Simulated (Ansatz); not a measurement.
Relaxed Hf (hcp, Mg type):

```
Hf
1.0
    6.40842     0.00000     0.00000
   -1.60210     2.77493     0.00000
    0.00000     0.00000     5.06906
Hf
4
Direct
  0.16667   0.66667   0.75000
  0.66667   0.66667   0.75000
  0.33333   0.33333   0.25000
  0.83333   0.33333   0.25000
```

A phonon eigenvector at M = (0.5, 0.0, 0.0) is frozen into this cell: atom i moves by Q times the vector below, so Q is the largest atomic displacement, in Å. The cell is held. (q is in reciprocal vectors of the primitive cell; the cell shown is doubled to hold the pattern.)

```
atom      x      y       z
----  -----  -----  ------
Hf1   0.000  0.000   1.000
Hf2   0.000  0.000  -1.000
Hf3   0.000  0.000   1.000
Hf4   0.000  0.000  -1.000
```

Calculation: PBE (plane waves to 420 eV, PAW, scalar-relativistic; Ansatz, an electronic-structure program). k mesh 17×17×9 (Γ-centred), Fermi-Dirac smearing 0.05 eV. With partly filled bands, energies and forces of such displacements shift with the k mesh and the smearing. Hf is run without spin polarisation. Hf was relaxed with its symmetry unable to fall. Spin-orbit coupling is left out, though Hf is heavy.

At one point of the scan the forces (eV/Å) are:

```csv
atom,Fx,Fy,Fz
Hf1,0.136,0.079,-0.591
Hf2,0.136,0.079,0.591
Hf3,-0.136,-0.079,-0.591
Hf4,-0.136,-0.079,0.591
```

Question: Which point is it?
(A) Q = 0.150 Å
(B) Q = 0.090 Å
(C) Q = 0.180 Å
(D) Q = 0.120 Å

Answer: A, Q = 0.150 Å

(A displaced cell: forces are minus the slopes of the energy, force constants its curvatures, and phonons follow from these.)
